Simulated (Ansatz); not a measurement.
A geometry of Sn away from equilibrium: step 2 of the relaxation of a relaxed Sn cell, doubled along one cell vector, shaken by Gaussian noise of σ = 0.08 Å a coordinate. Computed with PBEsol (plane waves to 420 eV, PAW, scalar-relativistic; Ansatz, a first-principles code). Γ-centred k-mesh 4×8×6 on the run's cell (coarser than for final values), Fermi–Dirac smearing 0.05 eV.

```xyz
8
Lattice="9.9714 -0.0086 0.0020 -2.4966 4.3612 -0.0012 0.0012 -0.0009 5.9199" Properties=species:S:1:pos:R:3:forces:R:3 pbc="T T T" free_energy=-47595.940 pressure_GPa=0.2
Sn     0.0268     0.1171     4.3119    0.0486    0.1090    0.2973
Sn     5.0830     0.0249     4.4551   -0.0368    0.1187    0.2641
Sn    -0.1167     0.1229     1.4027   -0.1965    0.0179   -0.4848
Sn     4.9418    -0.0538     1.5189    0.0102   -0.0971   -0.2645
Sn     0.0320     3.0350     4.3441   -0.0072   -0.0182   -0.0927
Sn     5.0550     2.9302     4.2753    0.1364   -0.2015   -0.2091
Sn     2.4512     1.3989     1.6477    0.0381    0.0195    0.2114
Sn     7.3363     1.5848     1.7155    0.0072    0.0517    0.2782
```

Positions in Å, forces in eV/Å, free energy of the cell in eV (comparable only within this code, potentials and settings). Largest force: 0.52 eV/Å, on Sn3 (atoms numbered as listed); the geometry lies 0.29 to 0.31 eV/atom (the two k-meshes of the run give this range) above the end of its relaxation.

No spin polarisation in the result.

The end of the path is a generated cell of Sn: the first start was made by placing the elements on the sites of a structure type, and the end was not matched to a known phase here, so it may be hypothetical. Known forms of Sn include space group No. 141, 227.
